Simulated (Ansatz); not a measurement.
YHg2, DFT, PBEsol, all-electron LAPW, scalar-relativistic (Ansatz 0.2.0), run on 1 thread of Arm Neoverse V1 on a shared host.

The cell is COD entry 1522355, as deposited and not checked against the literature; nothing was relaxed. The listed cell was then made from it by scaling, straining or moving an atom.

Command: `ansatz run input.yaml --threads 1 --pin off --max-ram 4096MiB --backend cpu --events-out ev --progress --plain --runs-dir out`

```yaml
crystal:
  lattice:
    - [4.7232911997, 0.0, 0.0]
    - [-2.3616455998, 4.0904901684, 0.0]
    - [0.0, 0.0, 3.536]
  atoms:
    - { symbol: "Y", position: [0.0, 0.0, 0.0] }
    - { symbol: Hg, position: [0.3333333333, 0.6666666667, 0.5] }
    - { symbol: Hg, position: [0.6666666667, 0.3333333333, 0.5] }
kpoints:
  mp_grid: { grid: [10, 10, 12] }
  band_path:
    path:
      - [0.0, 0.0, 0.0]
      - [0.5, 0.0, 0.0]
      - [0.3333333333, 0.3333333333, 0.0]
      - [0.0, 0.0, 0.0]
      - [0.0, 0.0, 0.5]
      - [0.5, 0.0, 0.5]
      - [0.3333333333, 0.3333333333, 0.5]
      - [0.0, 0.0, 0.5]
      - [0.5, 0.0, 0.5]
    npoints: 5
scf:
  occupations: { method: fermi_dirac, width: 0.03 }
hamiltonian:
  xc: pbesol
  pseudopotentials: { kind: all_electron, lapw: { basis_error: 0.001 } }
output:
  forces: true
  stress: true
  eigenvalues: true
```

Q: How large is the problem that the program sets up?

A: 98 irreducible k-points, 741 plane waves at Γ, 71 bands.

Q: Estimate the wall time and the peak memory.

A: 2.6 min of wall time for 8 SCF iterations, with a peak of 0.93 GiB. Times on shared machines scatter by tens of per cent.
